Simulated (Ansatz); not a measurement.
One starting cell of AlN (a generated cell, AlN built in the 4H structure type) was relaxed twice with Ansatz (plane waves, PAW, scalar-relativistic): with r2SCAN at 500 eV and with PBE at 420 eV. The r2SCAN result:

```xyz
8
Lattice="3.0970 0.0000 0.0000 -1.5485 2.6820 0.0000 0.0000 0.0000 10.0329" Properties=species:S:1:pos:R:3 pbc="T T T"
Al     0.0000     0.0000     5.0307
Al     0.0000     0.0000     0.0143
Al     1.5485     0.8940     2.5115
Al     0.0000     1.7880     7.5280
N      0.0000     0.0000     3.1297
N      0.0000     0.0000     8.1461
N      1.5485     0.8940     0.6214
N      0.0000     1.7880     5.6378
```

| quantity | r2SCAN | PBE |
|---|---|---|
| space group | P6₃mc | P6₃mc |
| volume (Å³/atom) | 10.42 | 10.66 |
| a (Å) | 3.097 | 3.120 |
| c (Å) | 10.033 | 10.110 |
| gap (eV, no spin-orbit coupling) | 4.66 | 4.01 |

Both levels end in the same structure; PBE's volume is 2.3 % larger; its gap is 0.65 eV smaller. Neither column is exact.

No spin polarisation in the result.

The run could not lose the symmetry of its start.

The first start was generated by placing the elements on the sites of a structure type. A measured structure of AlN has the same space group, P6₃mc (No. 186); the sites were not compared with it.

Ansatz is a first-principles code.
